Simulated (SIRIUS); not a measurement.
Band structure of Zn3CdS4 (P-43m, 8 atoms in the cell; from Materials Project mp-981379).

```yaml
crystal:
  lattice:
    - [5.51101, 0.00000, 0.00000]
    - [0.00000, 5.51101, 0.00000]
    - [0.00000, 0.00000, 5.51101]
  atoms:
    - { symbol: Zn, position: [0.00000, 0.50000, 0.50000] }
    - { symbol: Zn, position: [0.50000, 0.00000, 0.50000] }
    - { symbol: Zn, position: [0.50000, 0.50000, 0.00000] }
    - { symbol: Cd, position: [0.00000, 0.00000, 0.00000] }
    - { symbol: S, position: [0.26268, 0.26268, 0.26268] }
    - { symbol: S, position: [0.26268, 0.73732, 0.73732] }
    - { symbol: S, position: [0.73732, 0.73732, 0.26268] }
    - { symbol: S, position: [0.73732, 0.26268, 0.73732] }
```

Method: LDA (PW92), GBRV LDA ultrasoft pseudopotentials (plane waves; SIRIUS).

Settings: parameters.ngridk = 4 4 4; parameters.xc_functionals = [XC_LDA_X, XC_LDA_C_PW]; parameters.gk_cutoff = 6.325 1/bohr; parameters.pw_cutoff = 14.143 1/bohr; parameters.smearing = gaussian; parameters.smearing_width = 0.0001 Ha; potentials = GBRV LDA ultrasoft pseudopotentials; parameters.electronic_structure_method = pseudopotential; parameters.num_bands = 54; parameters.num_mag_dims = 0; parameters.num_dft_iter = 100; parameters.energy_tol = 1e-07 Ha; parameters.density_tol = 1e-06; mixer.type = anderson.

The structure comes from a collection of computed structures, made at another level of theory; the collection holds predicted forms beside known ones.

Q: Predict the gap along the standard path and the places of the band edges.

A: The gap along the path is 1.51 eV, direct at Γ to within 0.01 eV.

Points are given in units of this cell's reciprocal vectors. Levels in eV from the top of the valence band on the SCF mesh, bands 45 to 52:
```
point               45     46     47     48    49    50    51    52
---------------  -----  -----  -----  -----  ----  ----  ----  ----
Γ (0 0 0)        -2.12   0.00   0.00   0.00  1.51  3.27  3.27  3.27
X (0 0.5 0)      -1.33  -1.33  -1.00  -1.00  3.93  3.94  4.41  4.53
M (0.5 0.5 0)    -1.21  -0.81  -0.73  -0.73  4.33  4.33  4.34  4.94
R (0.5 0.5 0.5)  -0.88  -0.63  -0.63  -0.63  2.92  2.92  2.92  3.05
```
